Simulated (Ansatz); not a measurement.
LuSb (rock salt, Fm-3m) under volume change, DFT-r²SCAN in the program Ansatz with PAW potentials, scaled uniformly.

| V (Å³/atom) | E − E(relaxed) (meV/atom) | P (GPa) |
|---|---|---|
| 25.485 | 55.7 | 7.64 |
| 26.325 | 23.5 | 4.71 |
| 27.166 | 5.6 | 2.18 |
| 28.006 | 0.0 | 0.00 |
| 28.846 | 5.0 | -1.85 |
| 29.686 | 18.9 | -3.41 |
| 30.526 | 40.4 | -4.78 |

### Question
What does a third-order Birch–Murnaghan fit give for V₀, B₀ and B′?

### Answer
V₀ = 28.01 Å³/atom, B₀ = 66.5 GPa, B′ = 4.2.

The workflow started from a Materials Project entry (that database holds measured and hypothetical structures alike); the Crystallography Open Database copy checked does not list it. Its standing as an ambient phase is unchecked. The r²SCAN relaxation kept the symmetry of its start; of distortions, only those at the zone centre were tested. Spin–orbit coupling is left out wherever it is not named.

Potentials: the later of the program's two PAW sets.
